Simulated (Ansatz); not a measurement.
The cell is an ordered 8-atom cell of AlGa3P4 on the zincblende lattice (Amm2); cell and atoms were relaxed with r2SCAN. Space group Amm2 (No. 38), orthorhombic; conventional cell a = 3.862 Å, b = 7.721 Å, c = 10.910 Å, 20.33 Å³ an atom. Al has 4 P at 2.36 Å; Ga has 4 P at 2.36 Å; P has 2 Al at 2.36 Å and 2 Ga at 2.36 Å; P has 3 Ga at 2.36 Å and 1 Al at 2.36 Å; P has 4 Ga at 2.36 Å.

4 runs of the plane-wave code Ansatz on this cell differ in the functional (and in the settings that go with it). Levels are in eV from each run's valence top; v1 is the last filled band, c1 the first empty one.

Run A, mean stress 0.0 GPa (compression positive):

| point | v4 | v3 | v2 | v1 | c1 | c2 |
| --- | --- | --- | --- | --- | --- | --- |
| Γ | -1.05 | -0.01 | 0.00 | 0.00 | 1.92 | 2.08 |
| Y | -1.58 | -1.57 | -1.16 | -1.15 | 2.52 | 2.69 |
| C₀ | -1.69 | -1.64 | -1.50 | -0.63 | 2.97 | 3.08 |

Run B, mean stress +0.3 GPa (compression positive):

| point | v4 | v3 | v2 | v1 | c1 | c2 |
| --- | --- | --- | --- | --- | --- | --- |
| Γ | -1.10 | -0.02 | 0.00 | 0.00 | 2.99 | 3.25 |
| Y | -1.68 | -1.66 | -1.24 | -1.21 | 3.71 | 3.87 |
| C₀ | -1.74 | -1.73 | -1.60 | -0.66 | 4.15 | 4.27 |

Run C, mean stress +2.2 GPa (compression positive):

| point | v4 | v3 | v2 | v1 | c1 | c2 |
| --- | --- | --- | --- | --- | --- | --- |
| Γ | -1.00 | -0.01 | -0.01 | 0.00 | 1.64 | 1.71 |
| Y | -1.52 | -1.51 | -1.11 | -1.11 | 2.23 | 2.41 |
| C₀ | -1.64 | -1.57 | -1.45 | -0.60 | 2.65 | 2.77 |

Run D, mean stress +0.5 GPa (compression positive):

| point | v4 | v3 | v2 | v1 | c1 | c2 |
| --- | --- | --- | --- | --- | --- | --- |
| Γ | -1.08 | -0.01 | 0.00 | 0.00 | 2.30 | 2.57 |
| Y | -1.65 | -1.64 | -1.22 | -1.20 | 3.02 | 3.18 |
| C₀ | -1.74 | -1.70 | -1.57 | -0.65 | 3.46 | 3.58 |

Q: Match the runs to PBE, r2SCAN, HSE06, PBE0.

A: A is r2SCAN, B is PBE0, C is PBE, D is HSE06. In order of the gap: PBE 1.57, r2SCAN 1.87, HSE06 2.26, PBE0 2.94 eV. The stress vanishes for r2SCAN, which relaxed the cell.

These are computed values for a spin-unpolarised cell that may be hypothetical; none is a measurement.

The stress of a hybrid is loosely converged in these runs.

The meshes of the hybrids are coarse, so their gaps aren't converged to the digits shown.
